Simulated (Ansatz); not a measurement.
This is a single-point calculation with the PAW code Ansatz on an ordered 8-atom cell of Ga3BAs4 on the zincblende lattice (I-42m); the level of theory is HSE06. The cell was relaxed beforehand with r2SCAN.

Input file:
```yaml
crystal:
  lattice:
    - [-2.7268920788, 2.7268920788, 5.418734968]
    - [2.7268920788, -2.7268920788, 5.418734968]
    - [2.7268920788, 2.7268920788, -5.418734968]
  atoms:
    - { symbol: B, position: [0.0, 0.0, 0.0] }
    - { symbol: As, position: [0.3372211359, 0.3372211359, 0.4439296942] }
    - { symbol: Ga, position: [0.75, 0.25, 0.5] }
    - { symbol: As, position: [0.1067085583, 0.6627788641, 0.0] }
    - { symbol: Ga, position: [0.5, 0.5, 0.0] }
    - { symbol: As, position: [0.8932914417, 0.8932914417, 0.5560703058] }
    - { symbol: Ga, position: [0.25, 0.75, 0.5] }
    - { symbol: As, position: [0.6627788641, 0.1067085583, 0.0] }
kpoints:
  mp_grid: { grid: [4, 4, 4] }
  band_path:
    path:
      - [0.0, 0.0, 0.0]
      - [0.0, 0.0, 0.5]
      - [0.25, 0.25, 0.25]
      - [0.0, 0.5, 0.0]
      - [0.5, 0.5, -0.5]
      - [0.3133111335, 0.6866888665, -0.3133111335]
      - [-0.3133111335, 0.3133111335, 0.3133111335]
      - [-0.1266222671, 0.1266222671, 0.5]
      - [0.5, 0.5, -0.1266222671]
    npoints: 1
hamiltonian:
  xc: hse06
scf:
  occupations: { method: fixed }
  n_extra_bands: 6
output:
  forces: true
  stress: true
  eigenvalues: true
```

Run as `ansatz run input.yaml --threads 4 --pin off --max-ram 6451MiB --backend cpu --events-out ev --progress --plain --runs-dir out`. It took 4.3 min on 4 threads of Arm Neoverse V1, on a shared host; peak host memory 3.2 GiB.

The log, with set-up remarks and timings taken out:
```
Pseudopotential: B, paw, valence charge 3, recommended cutoff 420 eV (normal)
Pseudopotential: As, paw, valence charge 15, recommended cutoff 420 eV (normal)
Pseudopotential: Ga, paw, valence charge 13, recommended cutoff 420 eV (normal)
Functional definition: HSE06
Crystal: 8 atoms, lattice volume = 161.174 Å³
Basis set: ecut = 420 eV, 3099 PW (Γ)
Bands: 57, of which v1, the nominal top of the filled ones, is band 51 counted from 1 (50 counted from 0)
Symmetry: 8 space group operations
Space group: I-42m (ITA 121)
k-points: 13 of 64 (time reversal used)
Exchange kernel: α = 0.2500, screened, ω = 0.2079 Å⁻¹, Wigner–Seitz truncation, v(0) = 1046.5134 eV·Å³, q-mesh 4×4×4
preconditioner: auto → none  [insulator: Δε(μ)=1.550 eV  ℏωp=23.0 eV]
hybrid outer 1: dexx = +4.135e-2 eV, tail = 2.66e-4 eV
hybrid outer 2: dexx = +5.538e-6 eV, tail = 1.34e-7 eV, Δε = 2.90e-3 eV, ΔF = 2.08e-3 eV/Å
hybrid outer 3: dexx = +2.439e-9 eV, tail = 1.77e-9 eV, Δε = 7.10e-5 eV, ΔF = 9.06e-5 eV/Å
NSCF: frozen V_eff on 9 k-points
Free energy (F): -30937.641954 eV
Fermi energy:    8.525715 eV
--- Per-component energies (eV) ---
  E_band       = -1404.927594
  E_kinetic    = 801.426644
  E_local      = -13302.834012
  E_nonlocal   = -1393.901207
  E_hartree    = 6811.981742
  E_xc         = -448.085288
  E_vxc        = -424.206100
  E_exx        = -394.452933
  E_paw        = -13106.797135
  E_vpaw       = 79.531552
  E_ewald      = -9902.262615
  E_core_change = -2.716794
--- Forces (eV/Å), atoms counted from 1 ---
  atom   1  B       0.00000      0.00000      0.00000
  atom   2  As    -0.06728    -0.06728    -0.08039
  atom   3  Ga      0.00000      0.00000      0.00000
  atom   4  As      0.06728    -0.06728      0.08039
  atom   5  Ga      0.00000      0.00000      0.00000
  atom   6  As      0.06728      0.06728    -0.08039
  atom   7  Ga      0.00000      0.00000      0.00000
  atom   8  As    -0.06728      0.06728      0.08039
--- Stress (GPa, compression-positive) ---
        0.276580       0.000000       0.000000
        0.000000       0.276580       0.000000
        0.000000       0.000000       0.214354
  P = ⅓ Tr σ = 0.2558 GPa (2.558 kbar)
--- Band table (eV; the first three rows and the last of 13) ---
  k-point 0: bands = […, 4.1651, 5.5127, 5.5127, 8.4103, 8.5257, 8.5257, 10.1702, 10.2460, 10.7943, 12.5497, …]
  k-point 1: bands = […, 5.1720, 5.3628, 6.1479, 6.4515, 6.8928, 8.1793, 10.7883, 12.0765, 12.2576, 12.4725, …]
  k-point 2: bands = […, 6.2998, 6.7714, 6.9518, 7.2534, 7.4255, 7.6017, 10.1248, 10.5358, 11.5982, 12.5950, …]
  k-point 12: bands = […, 5.2661, 5.5558, 6.3297, 6.3297, 6.8134, 6.8134, 10.4791, 10.5792, 10.5792, 10.6160, …]
```

The rows of the band table are 0: (0, 0, 0) = Γ, 1: (0, 0, 1/4), 2: (0, 0, -1/2) = X, 12: (-1/2, -1/2, -1/2) = M.

The file bands.tsv (bands near the Fermi energy, numbered from 0, rounded):
```tsv
# k_distance	band_46	band_47	band_48	band_49	band_50	band_51	band_52	band_53	band_54
# fermi_ev = 8.525715
# [0, 0, 0] at k_distance = 0.000000
# [0, 0, 0.5] at k_distance = 0.814642
# [0.25, 0.25, 0.25] at k_distance = 1.104525
# [0, 0.5, 0] at k_distance = 1.680564
# [0.5, 0.5, -0.5] at k_distance = 2.325430
# [0.3133111335, 0.6866888665, -0.3133111335] at k_distance = 2.755591
# [-0.3133111335, 0.3133111335, 0.3133111335] at k_distance = 3.404628
# [-0.1266222671, 0.1266222671, 0.5] at k_distance = 3.834789
# [0.5, 0.5, -0.1266222671] at k_distance = 4.483826
# levels_relative_to = fermi_ev
0.000	-3.013	-3.013	-0.115	0.000	0.000	1.645	1.720	2.269	4.024
0.815	-1.754	-1.574	-1.272	-1.100	-0.924	1.599	2.010	3.072	4.069
1.105	-2.598	-1.699	-1.699	-1.262	-0.938	2.172	2.756	3.342	3.342
1.681	-2.789	-2.577	-2.485	-1.695	-1.290	3.609	3.660	3.835	4.260
2.325	-2.970	-2.196	-2.196	-1.712	-1.712	1.953	2.054	2.054	2.090
2.756	-3.566	-2.499	-2.433	-1.537	-1.046	2.140	3.266	3.831	4.083
3.405	-3.566	-2.499	-2.433	-1.537	-1.046	2.140	3.266	3.831	4.083
3.835	-1.918	-1.807	-1.787	-1.403	-1.110	2.017	2.503	4.003	4.316
4.484	-1.918	-1.807	-1.787	-1.403	-1.110	2.017	2.503	4.003	4.316
```
In order the rows are Γ, X, P, N, M, S, S₀, R, G.

With HSE06 the valence top lies at Γ and the conduction bottom at X, 1.60 eV higher; the smallest vertical gap, at Γ, is 1.64 eV. The gap is the least over the mesh and the extra points. The mean stress, +0.3 GPa, is small, and the program warns that its thresholds are loose for a hybrid's stress. The largest force is 0.12 eV/Å.

These are computed values for a spin-unpolarised cell that may be hypothetical; none is a measurement.

Spin-orbit coupling is left out.

The meshes of the hybrids are coarse, so their gaps aren't converged to the digits shown.
